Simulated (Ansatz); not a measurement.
## TiAl3: from a starting cell to a relaxed one

The start is a generated cell, TiAl3 placed in the AFLOW prototype AB3_mC16_12_g_ij (D0_15, as in AlCl3). A full variable-cell relaxation at zero pressure is run with PBEsol (plane waves to 420 eV, PAW, scalar-relativistic; Ansatz, a program for electronic structure). The first steps use a coarse 8×8×6 k-mesh.

Input geometry:
```
TiAl3
1.0
    2.62232    -4.53784     0.00000
    2.62232     4.53784     0.00000
   -1.70741     0.00000     5.17790
Ti Al
2 6
Cartesian
  2.62232  -3.02946   0.00000
  2.62232   3.02946   0.00000
  0.73963   0.00000   1.17176
  2.79758   0.00000   4.00614
  3.55909  -1.62173   1.16399
 -0.02187  -1.62173   4.01391
 -0.02187   1.62173   4.01391
  3.55909   1.62173   1.16399
```

| Item | Result |
|---|---|
| Outcome | The space group goes from C2/m (No. 12) to Fmmm (No. 69), with 8 atoms in the primitive cell |
| Volume change | +10.5 %, from 15.40 to 17.02 Å³/atom |
| Shortest distances (start → end) | The closest pairs of elements (up to four, under 3.6 Å), start → end: Al–Ti 2.05 → 2.65 Å; Al–Al 2.77 → 2.71 Å; Ti–Ti 3.02 → 2.76 Å |
| Optimiser moves | 21 |

Final structure:

```cif
data_Al24Ti8
_chemical_formula_sum 'Ti8 Al24'
_space_group_name_H-M_alt 'Fmmm'
_space_group_IT_number 69
_space_group_name_Hall '-F 2 2'
_cell_length_a 4.36160
_cell_length_b 9.65903
_cell_length_c 12.92593
_cell_angle_alpha 90.000
_cell_angle_beta 90.000
_cell_angle_gamma 90.000
loop_
_atom_site_label
_atom_site_type_symbol
_atom_site_symmetry_multiplicity
_atom_site_Wyckoff_symbol
_atom_site_fract_x
_atom_site_fract_y
_atom_site_fract_z
_atom_site_occupancy
Ti1 Ti 8 h 0.00000 0.14310 0.00000 1
Al1 Al 8 i 0.00000 0.00000 0.18348 1
Al2 Al 16 m 0.00000 0.34576 0.13795 1
```
(The calculation used a cell of 8 atoms; values per cell refer to that cell.)

Final values are on a 12×12×12 k-mesh of the relaxed cell. The start holds a very short contact (Ti–Al 2.05 Å). No spin polarisation in the result.

The run could not lose the symmetry of its start, so the end can be a saddle point.

The relaxed structure here is a generated cell of TiAl3: the first start was made by placing the elements on the sites of a structure type, and the end was not matched to a known phase here, so it may be hypothetical. Known forms of TiAl3 include space group No. 139.
